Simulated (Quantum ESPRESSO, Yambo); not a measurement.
# G0W0 results for VAg$_{3}$O$_{4}$

```xyz
8
Lattice="-2.4806 2.4806 4.8936 2.4806 -2.4806 4.8936 2.4806 2.4806 -4.8936" Properties=species:S:1:pos:R:3 pbc="T T T"
O     -1.4795     1.4795     3.8966
O      1.4795     1.4795     5.8905
O      1.4795    -1.4795     3.8966
O      1.0011     1.0011     0.9969
V      0.0000     0.0000     0.0000
Ag     0.0000     2.4806     2.4468
Ag     2.4806     0.0000     2.4468
Ag     0.0000     0.0000     4.8936
```

The geometry is that of Materials Project entry mp-19412, symmetrised and not relaxed again.

Starting point: PBEsol (pw.x of Quantum ESPRESSO, ONCV potentials, no spin-orbit coupling). G0W0 in Yambo: 4×4×4 Γ-centred k mesh, bands 14 to 155 and a 6 Ry block in the screening, 155 bands in G with the Bruneval-Gonze terminator, plasmon pole fitted at 27.2 eV.

```yaml
PBEsol gap along the band path: 0.40 eV
PBEsol gap between the mesh's edge points ((0.25, -0.25, 0.25) → Γ): 0.40 eV
G0W0 gap between the same points: 1.39 eV
PBEsol smallest direct gap on the mesh (at Γ): 0.65 eV
G0W0 direct gap at that point: 1.74 eV
```

```tsv
k point	band	E PBEsol (eV)	E QP (eV)	shift (eV)	Z
Γ	VB	-0.25	-0.84	-0.59	0.78
Γ	CB	0.40	0.90	0.50	0.82
X	VB	-0.19	-0.68	-0.50	0.78
X	CB	2.36	3.47	1.11	0.77
N	VB	-0.11	-0.60	-0.49	0.78
N	CB	2.15	3.17	1.02	0.77
P	VB	-0.16	-0.67	-0.50	0.78
P	CB	2.52	3.70	1.18	0.76
(0.25, -0.25, 0.25)	VB	0.00	-0.49	-0.49	0.78
(0.25, -0.25, 0.25)	CB	1.95	2.85	0.90	0.79
```

Energies count from the PBEsol valence-band maximum.

Convergence of the G0W0 settings was not tested.

Spin-orbit splittings are left out. The 3d shell has no Hubbard U; the runs are without spin polarisation, and magnetic order was not tried.
